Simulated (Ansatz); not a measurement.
Cu Kα1 powder pattern (kinematic, no thermal factors).
```json
{"2θ (°)": "15.95", "relative intensity": "26"}
{"2θ (°)": "24.02", "relative intensity": "10"}
{"2θ (°)": "28.57", "relative intensity": "25"}
{"2θ (°)": "30.80", "relative intensity": "2"}
{"2θ (°)": "34.87", "relative intensity": "100"}
{"2θ (°)": "40.29", "relative intensity": "4"}
{"2θ (°)": "40.43", "relative intensity": "73"}
{"2θ (°)": "40.58", "relative intensity": "35"}
{"2θ (°)": "41.27", "relative intensity": "1"}
{"2θ (°)": "43.72", "relative intensity": "8"}
{"2θ (°)": "46.70", "relative intensity": "12"}
{"2θ (°)": "47.57", "relative intensity": "6"}
{"2θ (°)": "53.87", "relative intensity": "2"}
{"2θ (°)": "58.50", "relative intensity": "23"}
{"2θ (°)": "58.62", "relative intensity": "44"}
{"2θ (°)": "61.05", "relative intensity": "3"}
{"2θ (°)": "64.16", "relative intensity": "2"}
{"2θ (°)": "66.38", "relative intensity": "5"}
{"2θ (°)": "69.94", "relative intensity": "29"}
{"2θ (°)": "70.15", "relative intensity": "15"}
{"2θ (°)": "73.15", "relative intensity": "2"}
{"2θ (°)": "73.43", "relative intensity": "1"}
{"2θ (°)": "73.62", "relative intensity": "22"}
{"2θ (°)": "77.98", "relative intensity": "5"}
{"2θ (°)": "83.56", "relative intensity": "1"}
{"2θ (°)": "87.07", "relative intensity": "1"}
{"2θ (°)": "87.43", "relative intensity": "7"}
{"2θ (°)": "87.81", "relative intensity": "3"}
{"2θ (°)": "89.28", "relative intensity": "3"}
{"2θ (°)": "89.63", "relative intensity": "1"}
```

The pattern is computed from a structure relaxed with DFT PBE, scalar-relativistic, plane waves, PAW (Ansatz 0.2.0). No spin polarisation. Its elements are Al, N, Zr.

Question: Give the structure.

Answer: Zr3Al2N5.
Space group I4/mmm (No. 139). a = 3.153 Å, b = 3.153 Å, c = 22.216 Å, α = 90.00°, β = 90.00°, γ = 90.00°
| atom | site | symmetry | x | y | z |
| --- | --- | --- | --- | --- | --- |
| Zr | 4e | 4mm | 0.5000 | 0.5000 | 0.2017 |
| Zr | 2b | 4/mmm | 0.5000 | 0.5000 | 0.0000 |
| Al | 4e | 4mm | 0.5000 | 0.5000 | 0.3996 |
| N | 4e | 4mm | 0.5000 | 0.5000 | 0.0979 |
| N | 4e | 4mm | 0.0000 | 0.0000 | 0.1875 |
| N | 2a | 4/mmm | 0.0000 | 0.0000 | 0.0000 |

A pattern alone doesn't exclude other cells with like lines; this is the one computed.

It was reached by relaxing an invented guess, and it needn't be the stable form of this composition.
